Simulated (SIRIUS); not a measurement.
A self-consistent single point of HfN (Fm-3m, 8 atoms in the cell; from Materials Project mp-2828, changed as shown).

```
HfN
1.0
    4.35339     0.00000     0.00000
    0.00000     4.35339     0.00000
    0.00000     0.00000     4.35339
Hf N
4 4
Direct
  0.00000   0.00000   0.00000
  0.00000   0.50000   0.50000
  0.50000   0.00000   0.50000
  0.50000   0.50000   0.00000
  0.50000   0.00000   0.00000
  0.50000   0.50000   0.50000
  0.00000   0.00000   0.50000
  0.00000   0.50000   0.00000
```

Method: PBE, SSSP 1.1.2 precision PBE pseudopotentials (plane waves; SIRIUS).

SIRIUS settings:

```
setting                                                                     value
--------------------------------------  -----------------------------------------
parameters.ngridk                                                           8 8 8
parameters.xc_functionals                            [XC_GGA_X_PBE, XC_GGA_C_PBE]
parameters.gk_cutoff                                                 9.487 1/bohr
parameters.pw_cutoff                                                    30 1/bohr
parameters.smearing                                                   fermi_dirac
parameters.smearing_width                                           0.00499791 Ha
potentials                              SSSP 1.1.2 precision PBE pseudopotentials
parameters.electronic_structure_method                            pseudopotential
parameters.num_bands                                                           41
parameters.num_mag_dims                                                         0
parameters.num_dft_iter                                                       100
parameters.energy_tol                                                    1e-07 Ha
parameters.density_tol                                                      1e-06
mixer.type                                                               broyden2
mixer.beta                                                                    0.7
mixer.use_hartree                                                            true
```

Results:

* **Number of valence electrons**: 68
* **Number of bands**: 41
* **Number of k-points after the program's reduction**: 35
* **Number of plane waves (most at a k-point)**: 8121
* **Number of SCF iterations**: 18
* **FFT grid**: 81 × 81 × 81
* **Free energy E − TS**: -7281.9516 eV
* **Fermi level (on the code's own zero)**: 21.01 eV
* **Pressure**: 45.27 GPa

Stress (GPa, positive for compression):
```
45.27   0.00   0.00
 0.00  45.27   0.00
 0.00   0.00  45.27
```

For comparison: a first run was changed to give this one (lattice scaled by 0.98), and from it to this one the free energy goes up by 131 meV/atom and the pressure goes from 21.10 to 45.27 GPa.

The structure comes from a collection of computed structures, made at another level of theory; the collection holds predicted forms beside known ones. Its lattice was then scaled. At this pressure the cell is far from its equilibrium volume at this level.

Cost on one core: roughly 8 core-minutes.
